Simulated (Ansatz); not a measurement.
Start of a relaxation, (001) slab as cut from the bulk (Bi₂Te₃, R-3m (No. 166), (0 0 1) face):

```xyz
10
Lattice="4.4465 0.0000 0.0000 -2.2233 3.8508 0.0000 0.0000 0.0000 33.2697" Properties=species:S:1:pos:R:3 pbc="T T T"
Te    0.0000    0.0000    7.5000
Bi    0.0000    2.5672    9.2186
Te    2.2233    1.2836   11.2734
Bi    0.0000    0.0000   13.3281
Te    0.0000    2.5672   15.0468
Te    2.2233    1.2836   18.2229
Bi    0.0000    0.0000   19.9415
Te    0.0000    2.5672   21.9963
Bi    2.2233    1.2836   24.0510
Te    0.0000    0.0000   25.7697
```

The calculation used DFT PBE, scalar-relativistic, plane waves, PAW (Ansatz). Settings: cutoff 420 eV, Γ-centred mesh 9×9×1 on the computed 10-atom cell, Gaussian smearing of 0.05 eV; no spin polarisation. A dipole correction removes the field between periodic images along c.

All atoms are free. The cell is fixed. Force threshold 0.02 eV/Å.

**Question.** Where does it end?

**Answer.** The energy falls by 0.001 eV in 3 steps, to:

```
CELL_PARAMETERS angstrom
4.44655 0.00000 0.00000
-2.22327 3.85082 0.00000
0.00000 0.00000 33.26966
ATOMIC_POSITIONS crystal
Te 0.00000 0.00000 0.22600
Bi 0.33333 0.66667 0.27734
Te 0.66667 0.33333 0.33921
Bi 0.00000 0.00000 0.40099
Te 0.33333 0.66667 0.45272
Te 0.66667 0.33333 0.54728
Bi 0.00000 0.00000 0.59901
Te 0.33333 0.66667 0.66079
Bi 0.66667 0.33333 0.72266
Te 0.00000 0.00000 0.77400
```

Spin–orbit coupling is left out, which can shift energies with elements as heavy as these.

Cost: 1 run of about 2.1 core-minutes, on Intel Xeon 6975P-C (Granite Rapids) (shared hosts).